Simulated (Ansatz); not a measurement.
Sb2Se3:
```
CELL_PARAMETERS angstrom
     12.86243     0.00000     0.00000
      0.00000     4.03041     0.00000
      0.00000     0.00000    11.55121
ATOMIC_POSITIONS crystal
  Sb 0.13694 0.75000 0.03679
  Sb 0.86306 0.25000 0.96321
  Sb 0.36306 0.25000 0.53679
  Sb 0.63694 0.75000 0.46321
  Sb 0.03634 0.25000 0.33198
  Sb 0.96366 0.75000 0.66802
  Sb 0.46366 0.75000 0.83198
  Sb 0.53634 0.25000 0.16802
  Se 0.95277 0.75000 0.13279
  Se 0.04723 0.25000 0.86721
  Se 0.54723 0.25000 0.63279
  Se 0.45277 0.75000 0.36721
  Se 0.20378 0.25000 0.19067
  Se 0.79622 0.75000 0.80933
  Se 0.29622 0.75000 0.69067
  Se 0.70378 0.25000 0.30933
  Se 0.62742 0.75000 0.04756
  Se 0.37258 0.25000 0.95244
  Se 0.87258 0.25000 0.54756
  Se 0.12742 0.75000 0.45244
```

Relaxed with PBE. Special points in fractions of this cell's reciprocal vectors: Γ (0.000, 0.000, 0.000); X (0.500, 0.000, 0.000); S (0.500, 0.500, 0.000); Y (0.000, 0.500, 0.000); Z (0.000, 0.000, 0.500); U (0.500, 0.000, 0.500); R (0.500, 0.500, 0.500); T (0.000, 0.500, 0.500).

### Question
List the band energies nearest the valence-band maximum at these points for PBE in the plane-wave PAW code Ansatz.

### Answer
In eV from the valence-band maximum; about four levels below and three above (degenerate sets whole), none deeper than 8.9 eV; points with the same levels are listed once.

```csv
k,below,above
Γ,-0.40 -0.23 -0.23 -0.13,1.05 1.23 1.28
X,-0.35 -0.35 -0.04 -0.04,0.99 0.99 1.35 1.35
S,-0.50 -0.50 -0.50 -0.50,1.81 1.81 1.81 1.81
Y,-0.64 -0.64 -0.40 -0.40,1.80 1.80 1.88 1.88
Z,-0.33 -0.33 -0.29 -0.29,0.84 0.84 1.56 1.56
U,-0.45 -0.45 -0.37 -0.37,0.85 0.85 1.58 1.58
R,-0.87 -0.87 -0.87 -0.87,1.67 1.67 1.67 1.67
T,-0.84 -0.84 -0.74 -0.74,1.45 1.45 1.72 1.72
```

Space group Pnma. The cell was relaxed with PBE under the symmetry of its start. A crystal of weakly bound chains computed without a dispersion correction: the cell and the soft elastic constants depend strongly on that. Scalar-relativistic: spin–orbit coupling is off unless named, which matters more the heavier the elements.

Potentials: the later of the program's two PAW sets.
